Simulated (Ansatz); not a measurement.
LaOF:
```
LaOF
1.0
    4.07652     0.00000     0.00000
    0.00000     4.07652     0.00000
    0.00000     0.00000     5.82562
La O F
2 2 2
Direct
  0.50000   0.00000   0.71558
  0.00000   0.50000   0.28442
  0.00000   0.00000   0.50000
  0.50000   0.50000   0.50000
  0.50000   0.50000   0.00000
  0.00000   0.00000   0.00000
```

r²SCAN in the plane-wave PAW code Ansatz gives a gap of 5.05 eV without spin–orbit coupling, maximum on the A–Z line, 45 % of the way from A, minimum on the A–Z line, 17 % of the way from A.

Question: What happens when spin–orbit coupling is switched on?

Answer: The gap hardly moves, to 5.05 eV; maximum on the A–Z line, 45 % of the way from A, minimum on the A–Z line, 17 % of the way from A.

Question: Give the electron effective mass with spin–orbit coupling.

Answer: 1.6, 3.9, 7.4 mₑ (principal values).

Question: Give the hole effective mass with spin–orbit coupling.

Answer: 1.4, 2.1, 7.6 mₑ (principal values).

Space group P4/nmm. The workflow started from a Materials Project entry (that database holds measured and hypothetical structures alike); the Crystallography Open Database copy checked does not list it. COD files the formula under space group No. 166. Whether it is the stable phase at ambient conditions was not checked. Symmetry was held in the r²SCAN relaxation; whether a distortion lowers the energy is not shown.

Potentials: the later of the program's two PAW sets.
